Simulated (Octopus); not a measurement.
**AlRu (Pm-3m, No. 221): band energies at special points**

AlRu (Pm-3m, No. 221):
```
AlRu
1.0
    2.98250     0.00000     0.00000
    0.00000     2.98250     0.00000
    0.00000     0.00000     2.98250
Al Ru
1 1
Direct
  0.00000   0.00000   0.00000
  0.50000   0.50000   0.50000
```
The cell is a database entry, not relaxed again.

All numbers are Octopus results at the level LDA (grid spacing about 0.16 Å, Γ-centred 10×10×10 k-mesh, Fermi-Dirac smearing of 0.1 eV, no spin polarisation; PseudoDojo 0.4 LDA potentials), not measurements.

Energies in eV against the Fermi level; 19 electrons a cell outside the pseudopotentials' cores.

```tsv
k-point (reduced)	band 6	band 7	band 8	band 9	band 10	band 11	band 12	band 13
Γ (0.000, 0.000, 0.000)	-3.69	-3.69	0.16	0.16	0.16	6.03	6.03	6.03
X (0.000, 0.500, 0.000)	-5.54	-2.89	-1.66	-1.66	(withheld)	(withheld)	7.51	11.02
M (0.500, 0.500, 0.000)	-3.18	-1.39	-1.39	-1.21	-1.21	(withheld)	5.25	6.26
R (0.500, 0.500, 0.500)	-4.71	-4.71	1.57	1.57	2.49	4.11	4.11	4.11
```

Question: Some entries are withheld; supply them.

Answer: 
- M (0.500, 0.500, 0.000), band 11: 1.47
- X (0.000, 0.500, 0.000), band 10: 0.42
- X (0.000, 0.500, 0.000), band 11: 2.23
